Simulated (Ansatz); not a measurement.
BN:
```
CELL_PARAMETERS angstrom
      2.53868     0.00000     0.00000
     -1.26934     2.19856     0.00000
      0.00000     0.00000     8.34253
ATOMIC_POSITIONS crystal
  B  0.00000 0.00000 0.99979
  B  0.00000 0.00000 0.49979
  B  0.66667 0.33333 0.75045
  B  0.33333 0.66667 0.25045
  N  0.00000 0.00000 0.81315
  N  0.00000 0.00000 0.31315
  N  0.66667 0.33333 0.56224
  N  0.33333 0.66667 0.06224
```

Relaxed with HSE06.

Problem. Give the Bader charges and basin volumes of the independent atoms, HSE06 in the plane-wave PAW code Ansatz.

Solution. 

```csv
atom,Bader charge (e),Bader volume (Å³)
B1,+2.24,1.5
B3,+2.24,1.5
N5,-2.25,10.1
N7,-2.24,10.2
```

Space group P6_3mc. A made-up cell: these elements were put on the sites of a structure type. Its sites differ from those of the usual phase in this space group: another stacking or structure type. The HSE06 relaxation kept the symmetry of its start; whether a distortion lowers the energy is not shown.

Potentials: the later of the program's two PAW sets.
